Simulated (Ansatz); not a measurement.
CoGe:
Space group I4₁md (No. 109); a = b = 3.3079 Å, c = 9.5828 Å, α = β = γ = 90.00°

| atom | site | symmetry | x | y | z |
|---|---|---|---|---|---|
| Co | 4a | 2mm. | 0.0000 | 0.0000 | 0.7422 |
| Ge | 4a | 2mm. | 0.0000 | 0.0000 | 0.1738 |
(The calculation used a cell of 4 atoms; values per cell refer to that cell.)

This is the PBE-relaxed structure.

All from PBE (plane waves, PAW; program Ansatz), unless another level is named. Give the electronic character.

metallic (no gap).

Predict the density of states at the Fermi level.

0.37 states/eV per atom (mean over ±0.08 eV).

Next, the formation energy from the elements (no fitted shifts)?

-3.5 kJ/mol of atoms.

Space group I4_1md. The cell is a constructed one: a structure type filled with these elements; neither database checked (COD, Materials Project) lists it. Whether it is the stable phase at ambient conditions was not checked. Symmetry was held in the PBE relaxation; its stability against distortions is not shown here. The workflow began spin-polarised and lost its moments. The references are the lowest solids computed at this level, not always the standard phases. Scalar-relativistic: spin–orbit coupling is off unless named, which matters more the heavier the elements.

Potentials: the later of the program's two PAW sets.
